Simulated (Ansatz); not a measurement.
MoN2:
```cif
data_MoN2
_chemical_formula_sum 'Mo1 N2'
_space_group_name_H-M_alt 'P 1'
_space_group_IT_number 1
_cell_length_a 5.04574
_cell_length_b 5.04574
_cell_length_c 5.04574
_cell_angle_alpha 34.202
_cell_angle_beta 34.202
_cell_angle_gamma 34.202
loop_
_space_group_symop_operation_xyz
  'x, y, z'
loop_
_atom_site_label
_atom_site_type_symbol
_atom_site_fract_x
_atom_site_fract_y
_atom_site_fract_z
_atom_site_occupancy
Mo1 Mo 0.99975 0.99975 0.99975 1
N1 N 0.41038 0.41038 0.41038 1
N2 N 0.25589 0.25589 0.25589 1
```
The run is spin-polarised; directions of the spins, atom by atom: 0 ↑ ↑.

This is the r²SCAN+D4-relaxed structure.

Problem. All from DFT-r²SCAN+D4 in the program Ansatz with PAW potentials, unless another level is named. Predict the electronic character.

Solution. metallic (no gap).

Problem. What about the formation energy from the elements (no fitted shifts)?

Solution. 0.34 eV/atom.

Problem. Next, the density of states at the Fermi level?

Solution. 0.26 states/eV per atom (mean over ±0.08 eV).

Space group R3m. The start of the workflow was typed in or built on a structure type; neither database checked (COD, Materials Project) lists it. Whether it is the stable phase at ambient conditions was not checked. The r²SCAN+D4 relaxation kept the symmetry of its start; its stability against distortions is not shown here. Magnetic state: ferromagnetic, chosen from 2 collinear starts compared on coarse meshes (ties went to the first, and starts can fall back to one state), not a proven ground state. Its formation energy is positive at this level, so the cell may be metastable or incomplete. Other orbital occupations within this spin state were not tried. No Hubbard U is applied. The references are the lowest solids computed at this level, not always the standard phases (solids in place of the gases). Scalar-relativistic: spin–orbit coupling is off unless named, which matters more the heavier the elements.

Potentials: the later of the program's two PAW sets.
